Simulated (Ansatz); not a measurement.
Given:

Si:
```cif
data_Si3
_chemical_formula_sum 'Si3'
_space_group_name_H-M_alt 'P6422'
_space_group_IT_number 181
_space_group_name_Hall 'P 64 2 (0 0 2)'
_cell_length_a 3.89041
_cell_length_b 3.89041
_cell_length_c 4.12084
_cell_angle_alpha 90.000
_cell_angle_beta 90.000
_cell_angle_gamma 120.000
loop_
_atom_site_label
_atom_site_type_symbol
_atom_site_symmetry_multiplicity
_atom_site_Wyckoff_symbol
_atom_site_fract_x
_atom_site_fract_y
_atom_site_fract_z
_atom_site_occupancy
Si1 Si 3 c 0.50000 0.00000 0.00000 1
```

This is the r²SCAN-relaxed structure.

Task: All from r²SCAN (plane waves, PAW; program Ansatz), unless another level is named. Give the electronic character.

Result: no gap, with almost no states at the Fermi level (zero-gap or semimetallic).

Task: Next, the HSE06 gap on the r²SCAN cell?

Result: 0.23 eV (a hybrid on a coarse mesh can open a false gap in a semimetal).

Space group P6_422. The start of the workflow was typed in or built on a structure type; neither database checked (COD, Materials Project) lists it. It is not the phase usual at ambient conditions (space group No. 227). Symmetry was held in the r²SCAN relaxation; whether a distortion lowers the energy is not shown.

Potentials: the later of the program's two PAW sets.
